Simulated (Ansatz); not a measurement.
Trial structure of Al₃B₂P, not yet relaxed:

```cif
data_structure
_symmetry_space_group_name_H-M 'Cmmm'
_symmetry_Int_Tables_number 65
_cell_length_a 6.3279
_cell_length_b 7.1660
_cell_length_c 4.1671
_cell_angle_alpha 90.000
_cell_angle_beta 90.000
_cell_angle_gamma 90.000
_cell_volume 188.96
loop_
_atom_site_label
_atom_site_type_symbol
_atom_site_symmetry_multiplicity
_atom_site_Wyckoff_symbol
_atom_site_fract_x
_atom_site_fract_y
_atom_site_fract_z
_atom_site_occupancy
Al1 Al 4 j 0.50000 0.65378 0.50000 1
Al2 Al 2 c 0.50000 0.00000 0.50000 1
B1 B 4 f 0.25000 0.25000 0.50000 1
P1 P 2 a 0.00000 0.00000 0.00000 1
```

The calculation used DFT PBE, scalar-relativistic, plane waves, PAW in Ansatz 0.2.0. Cutoff 420 eV; k points 4×4×4 on the computed 6-atom cell (Γ-centred); Gaussian smearing, width 0.10 eV; no spin polarisation.

The zero of energy is the elements' standard structures at the same level; no fitted shifts are applied. The references include black phosphorus.

Problem. What does a single point on this coarse mesh give?

Solution. The pressure is 36.9 GPa (the mean over three directions, positive in compression), the largest force is 1.51 eV/Å, and the energy is +1.83 eV/atom against the elements. The shortest distance is 1.73 Å.

Problem. Is it a good guess?

Solution. A rough one: relaxing gains about 0.78 eV/atom (the start's value is from the coarse mesh, so the gain is rough) in 20 ionic steps and ends at +1.05 eV/atom on the finer mesh. The symmetry stays Cmmm (No. 65). The volume per atom grows by 29.4 %, from 15.7 to 20.4 Å³. The shortest distance goes from 1.73 Å (Al–B) to 2.04 Å (Al–B). Conventional cell: a = 7.716 Å, b = 8.715 Å, c = 3.637 Å. Around Al on a site of symmetry m2m lie 2 B at 2.04 Å, 2 P at 2.36 Å and 2 Al at 2.85–3.01 Å; B has 2 Al at 2.04 Å and 2 Al at 2.91 Å; P has 4 Al at 2.36 Å; 1 more site not described.

The last run used an 8×8×10 mesh (in the run's order of axes) for its 6-atom cell and Gaussian smearing of 0.10 eV. The reference form of P is held partly by dispersion forces, which this level lacks. The relaxation can't lower the symmetry of the start, and the grade says only how near the guess is to its own end. A structure relaxed within its symmetry needn't be a true minimum. Another cell of Al3B2P relaxed alike, in P-3m1, lies 0.75 eV/atom lower, so this cell isn't the stable form at this level.
